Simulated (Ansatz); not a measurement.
A geometry of Te away from equilibrium: the start of the relaxation of a relaxed Te cell with every coordinate shifted by Gaussian noise of σ = 0.3 Å. The numbers are results of PBE (plane waves to 420 eV, PAW, scalar-relativistic; Ansatz, an electronic-structure program), not measurements. Γ-centred k-mesh 6×6×4 on the run's cell (coarser than for final values), Fermi–Dirac smearing 0.05 eV.

```xyz
3
Lattice="4.5207 0.0000 0.0000 -2.2604 3.9151 0.0000 0.0000 0.0000 5.9545" Properties=species:S:1:pos:R:3 pbc="T T T"
Te     1.3789     0.4518     1.4034
Te    -0.5704     0.8001     3.8087
Te     1.7245     2.8071     0.2066
```

Question: Predict the force on each atom, in eV/Å.

Answer: 
```json
[
 {"atom": "Te1", "Fx": "0.01", "Fy": "-0.96", "Fz": "2.68"},
 {"atom": "Te2", "Fx": "0.29", "Fy": "0.59", "Fz": "-0.62"},
 {"atom": "Te3", "Fx": "-0.30", "Fy": "0.38", "Fz": "-2.06"}
]
```

Question: What is the pressure?

Answer: +5.1 GPa, compression positive.

No spin polarisation in the result.
